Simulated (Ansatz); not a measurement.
input.yaml (Ansatz)

```yaml
crystal:
  lattice:
    - [-2.7847134958, 2.7837680584, 1.1882236623]
    - [2.7837680584, -2.7847134958, 1.1882236623]
    - [1.4784430664, 1.4784430664, -1.1899552327]
  atoms:
    - { symbol: Fe, position: [0.9999854185, 1.45815e-05, 0.0] }
    - { symbol: Fe, position: [0.7500145815, 0.2499854185, 0.5] }
hamiltonian:
  xc: lda
  pseudopotentials:
    kind: paw_fr
    azcp:
      Fe: "pseudopotentials/Fe.paw.azcp"
basis:
  ecutwfc: 420
  fft_grid_basis: typed
kpoints:
  mp_grid: { grid: [16, 16, 15], shift: [0, 0, 0] }
magnetization:
  noncollinear: true
  spin_orbit: true
scf:
  occupations: { method: fermi_dirac, width: 0.1 }
output:
  write_density: true
  write_potential: true
  elf: true
  volumetric_format: npy
```

Terminal output

```
Warning: the record states the generating functional pbe (its physics header spells it `PBE`), which answers neither for hamiltonian.xc's functional nor for the lda family's — results may be inconsistent (PPs are generated against a specific XC)
Engine: ansatz 0.2.0, x86_64-unknown-linux-gnu
Pseudopotentials: kind: paw_fr
Pseudopotential: Fe, paw_fr, valence charge 16, recommended cutoff 420 eV (normal) 
Functional definition: SPW92
  exchange = slater_x
  correlation = pw_c
non-collinear run that drives no moment, with spin-orbit: no starting moment large enough to seed its density (crystal.atoms[].spin), no starting occupations that ask for one, no magnetisation constraint and no magnetic field, so the semilocal B_xc is pinned to zero
Crystal: 2 atoms, lattice volume = 19.558 Å³
Basis set: ecut = 420 eV, 365 PW (Γ)
Bands: 40, of which v1, the nominal top of the filled ones, is band 32 counted from 1 (31 counted from 0)
Symmetry: 4 space group operations + 4 with time reversal
Magnetic group: BNS 15.86 (UNI 93), of the structure as read, at distance tolerance 2.7e-5 Å
k-points: 1025 of 3840
Projection manifold: j_resolved (fully-relativistic pseudo-atomic orbitals)
Non-local potential: Fe, projectors of the file, l = 0: 3, l = 1: 4, l = 2: 6, l = 3: 2
PAW form: soft (Blöchl's): semilocal exchange-correlation on the pseudo side does not see the compensation charge
PAW frozen core: Fe, regenerated for the run's functional, and the local potential with it (the file was generated under x = pbe(κ = 0.804, μ = 0.2195149727645171), c = pbe(β = 0.06672455060314922))
PAW one-centre angular grid: Fe, 590 points (default); XC on 64 Gauss nodes
Initial density: superposition of atomic densities (chi_scale 0.1, normalization cell)
Initial wavefunctions: pseudopotential atomic-orbital guess
Functional: x = slater, c = lda
SCF iter   1: F=—  HF=-8840.756143 eV  |F-HF|=—  |Δ(HF+E_count)|=         —  Δρ=1.37e-1  dr2=2.11e0  dr2_m=0.00e0 (ungated)  ethr=3.10e-3  |M|=0.00e0 ∫|m|=0.00e0 μB  |m|>n=0.0e0 m-floor=0.0e0 τ_xc=0.0e0  β_m=0.30  ⟨swp⟩=7.8  Hψ=98978  notcnv=0
SCF iter   2: F=—  HF=-8840.318471 eV  |F-HF|=—  |Δ(HF+E_count)|=   4.38e-1  Δρ=5.78e-2  dr2=3.93e-1  dr2_m=0.00e0 (ungated)  ethr=3.10e-3  |M|=0.00e0 ∫|m|=0.00e0 μB  |m|>n=0.0e0 m-floor=0.0e0 τ_xc=0.0e0  β_m=0.40  ⟨swp⟩=2.9  Hψ=35853  notcnv=0
SCF iter   3: F=—  HF=-8840.161883 eV  |F-HF|=—  |Δ(HF+E_count)|=   1.57e-1  Δρ=9.35e-3  dr2=1.03e-2  dr2_m=0.00e0 (ungated)  ethr=1.23e-3  |M|=0.00e0 ∫|m|=0.00e0 μB  |m|>n=0.0e0 m-floor=0.0e0 τ_xc=0.0e0  β_m=0.57  ⟨swp⟩=2.0  Hψ=31891  notcnv=0
SCF iter   4: F=—  HF=-8840.145443 eV  |F-HF|=—  |Δ(HF+E_count)|=   1.64e-2  Δρ=4.46e-3  dr2=2.23e-3  dr2_m=0.00e0 (ungated)  ethr=3.23e-5  |M|=0.00e0 ∫|m|=0.00e0 μB  |m|>n=0.0e0 m-floor=0.0e0 τ_xc=0.0e0  β_m=0.79  ⟨swp⟩=2.2  Hψ=43117  notcnv=0
SCF iter   5: F=—  HF=-8840.146872 eV  |F-HF|=—  |Δ(HF+E_count)|=   1.43e-3  Δρ=2.00e-3  dr2=3.26e-4  dr2_m=0.00e0 (ungated)  ethr=6.96e-6  |M|=0.00e0 ∫|m|=0.00e0 μB  |m|>n=0.0e0 m-floor=0.0e0 τ_xc=0.0e0  β_m=0.70  ⟨swp⟩=2.0  Hψ=31064  notcnv=0
SCF iter   6: F=—  HF=-8840.146786 eV  |F-HF|=—  |Δ(HF+E_count)|=   8.63e-5  Δρ=3.04e-4  dr2=4.94e-6  dr2_m=0.00e0 (ungated)  ethr=1.02e-6  |M|=0.00e0 ∫|m|=0.00e0 μB  |m|>n=0.0e0 m-floor=0.0e0 τ_xc=0.0e0  β_m=0.65  ⟨swp⟩=2.1  Hψ=28559  notcnv=0
SCF iter   7: F=—  HF=-8840.146782 eV  |F-HF|=—  |Δ(HF+E_count)|=   3.84e-6  Δρ=1.45e-4  dr2=2.03e-6  dr2_m=0.00e0 (ungated)  ethr=1.55e-8  |M|=0.00e0 ∫|m|=0.00e0 μB  |m|>n=0.0e0 m-floor=0.0e0 τ_xc=0.0e0  β_m=0.67  ⟨swp⟩=2.2  Hψ=37296  notcnv=0
SCF iter   8: F=-8840.146781 eV  HF=-8840.146781 eV  |F-HF|=2.11e-8  |Δ(HF+E_count)|=   3.93e-7  Δρ=1.48e-5  dr2=2.46e-8  dr2_m=0.00e0 (ungated)  ethr=3.13e-10  |M|=0.00e0 ∫|m|=0.00e0 μB  |m|>n=0.0e0 m-floor=0.0e0 τ_xc=0.0e0  ⟨swp⟩=2.7  Hψ=67781  notcnv=0
SCF 1 converged in 8 iterations: F = -8840.146781 eV  dr2 = 2.46e-8
SCF converged after 8 iterations
Magnetization: |M| = 0.0000 μB,  M = (+0.0000, +0.0000, +0.0000) μB
Absolute magnetization: 0.0000 μB (∫|m|)
  site 0: m = (+0.0000, +0.0000, +0.0000) μB, |m| = 0.0000 μB  (R = 0.95 Å)
  site 1: m = (+0.0000, +0.0000, +0.0000) μB, |m| = 0.0000 μB  (R = 0.95 Å)
Free energy (F): -8840.146781 eV
Harris-Foulkes:  -8840.146781 eV  (|F-HF|=2.11e-8)
Internal energy: -8840.032197 eV  (E = F + TS)
E sigma→0 (E₀):  -8840.089489 eV
Entropy (-TS):   -0.114585 eV (-57.292 meV/atom)
Fermi energy:    21.755817 eV
--- Per-component energies (eV) ---
  E_band       = -325.101819
  E_kinetic    = 715.340768
  E_local      = -3771.957601  (includes V_loc(G=0)·N_el)
  E_nonlocal   = 435.963556
  E_hartree    = 1597.970390
  E_xc         = -238.823392
  E_vxc        = -309.154351  (∫ρ·V_xc dr)
  E_paw        = -2607.292944  (= ΣΔE_a)
  E_vpaw       = -591.247647  (= ΣTr[D̂ρ^β])
  E_aug_tail   = 0.001630  (compensation charges beyond the density's cutoff)
  E_ewald      = -4972.041269
  E_core_change = 0.806667  (= ΣΔE_core)
  E_smearing   = -0.114585  (= −TS)
  E_closure    = 0.000000  (closes the sum)
  Σ components = -8840.146781   (vs F -8840.146781, Δ=0.00e0)
--- Band table (eV; the first three rows and the last of 1025) ---
  k-point 0: bands = ["-64.7272", "-64.7272", "-64.5612", "-64.5612", "-32.1800", "-32.1800", "-31.7976", "-31.7976", "-30.7234", "-30.7234", "-30.3074", "-30.3074", "-30.2433", "-30.2433", "-30.2055", "-30.2055", "12.5422", "12.5422", "16.6272", "16.6272", "19.4397", "19.4397", "19.9012", "19.9012", "20.3530", "20.3530", "20.3794", "20.3794", "20.6948", "20.6948", "20.7903", "20.7903", "21.8094", "21.8094", "21.8356", "21.8356", "21.8901", "21.8901", "22.8993", "22.8993"]
  k-point 1: bands = ["-64.7212", "-64.7212", "-64.5589", "-64.5589", "-32.1794", "-32.1794", "-31.8094", "-31.8094", "-30.7267", "-30.7267", "-30.3221", "-30.3221", "-30.2540", "-30.2540", "-30.2181", "-30.2181", "12.7173", "12.7173", "16.7607", "16.7607", "19.4235", "19.4235", "19.7880", "19.7880", "20.4384", "20.4384", "20.4696", "20.4696", "20.6306", "20.6306", "20.7580", "20.7580", "21.1295", "21.1295", "21.8379", "21.8379", "21.9069", "21.9069", "23.7453", "23.7453"]
  k-point 2: bands = ["-64.7042", "-64.7042", "-64.5526", "-64.5526", "-32.1785", "-32.1785", "-31.8434", "-31.8434", "-30.7358", "-30.7358", "-30.3616", "-30.3616", "-30.2967", "-30.2967", "-30.2414", "-30.2414", "13.2280", "13.2280", "17.1361", "17.1361", "19.3278", "19.3278", "19.4853", "19.4853", "20.2326", "20.2326", "20.3841", "20.3841", "20.7138", "20.7138", "20.7513", "20.7513", "20.8027", "20.8027", "21.8402", "21.8402", "21.9366", "21.9366", "25.1076", "25.1076"]
  k-point 1024: bands = ["-64.5493", "-64.5493", "-64.5493", "-64.5493", "-32.1830", "-32.1830", "-32.1821", "-32.1821", "-30.7401", "-30.7401", "-30.7338", "-30.7338", "-30.3952", "-30.3952", "-30.3898", "-30.3898", "16.4963", "16.4963", "16.4967", "16.4967", "18.2521", "18.2521", "18.2539", "18.2539", "21.3684", "21.3684", "21.3740", "21.3740", "22.6971", "22.6971", "22.7012", "22.7012", "22.9008", "22.9008", "22.9044", "22.9044", "23.3504", "23.3504", "23.3528", "23.3528"]
```

Command:

```sh
ansatz run input.yaml --threads 2 --pin off --max-ram 5120MiB --backend cpu --events-out ev --progress --plain --runs-dir out
```

On 2 threads of Intel(R) Xeon(R) Platinum 8488C (Sapphire Rapids) (shared host) this took about 67 s of wall time and 130 s of CPU time.
